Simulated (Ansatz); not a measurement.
GaAs:
Space group F-43m (No. 216); a = b = c = 5.744 Å, α = β = γ = 90.00°

```csv
atom,site,symmetry,x,y,z
As,4c,-43m,0.2500,0.2500,0.2500
Ga,4a,-43m,0.0000,0.0000,0.0000
```
(The calculation used a cell of 2 atoms; values per cell refer to that cell.)

Relaxed with PBE. Independent-particle spectrum: no excitons, no local fields, no scissors shift; 0.1 eV broadening; ε₁ of the summed bands alone.

**Question.** Tabulate the dielectric function from PBE in the plane-wave PAW code Ansatz.

**Answer.** 

```
E (eV)  ε₁ xx  ε₂ xx
------  -----  -----
0.0     16.42   0.00
0.5     15.90   1.91
1.0     16.14   2.33
1.5     18.48   3.43
2.0     21.31  17.58
2.5      9.60  13.51
3.0      9.41  10.67
3.5     13.99  11.45
4.0     13.53  28.13
4.5     -8.06  15.20
5.0     -5.90   9.89
5.5     -2.19   9.65
6.0     -6.16   6.91
6.5     -5.18   4.84
7.0     -4.32   3.47
7.5     -3.46   2.67
8.0     -2.73   2.25
8.5     -2.25   2.33
9.0     -2.36   1.74
9.5     -2.08   1.32
10.0    -1.59   1.13
10.5    -1.47   1.03
11.0    -1.33   0.81
11.5    -1.07   0.57
12.0    -0.82   0.51
```

**Question.** From ε at 2.1 eV (xx: 15.80 + 18.09i), find n, k, the normal reflectivity and the absorption coefficient.

**Answer.** n = 4.46, k = 2.027, R = 47 %, α = 2kE/ħc = 430000 cm⁻¹.

With all bands, ε∞ without local fields is 16.5. DFPT, with local fields, gives 15.8.

Symmetry was held in the PBE relaxation; phonons on a q-mesh show no instability. Spin–orbit coupling is left out wherever it is not named.

Potentials: the later of the program's two PAW sets.
